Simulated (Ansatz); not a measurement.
Al2Cu (fluorite or antifluorite type, space group No. 225), PBE in the plane-wave PAW code Ansatz, all energies at zero smearing, with the estimated change up to a 700 eV cutoff added, with one set of potentials and settings (totals compare only within such a set). Cell of 3 atoms (2 Al, 1 Cu): -7700.737 eV.

| element | reference phase | E (eV/atom) |
|---|---|---|
| Al | Fm-3m, 1 atoms in the cell | -537.5049 |
| Cu | Fm-3m, 1 atoms in the cell | -6625.1757 |

Formation energy per atom, worked out: (-7700.737 − 2×(-537.5049) − 1×(-6625.1757))/3 = -0.184 eV/atom (-18 kJ per mol of atoms), at 0 K, without zero-point energy or fitted corrections.

The first step of the workflow began from a Materials Project structure, measured or hypothetical; the Crystallography Open Database copy checked does not list it. It is not the phase usual at ambient conditions (space group No. 140). The PBE relaxation kept the symmetry of its start; its stability against distortions is not shown here. No spin polarisation was allowed. The references are the lowest solids computed at this level, not always the standard phases.

Potentials: the later of the program's two PAW sets.
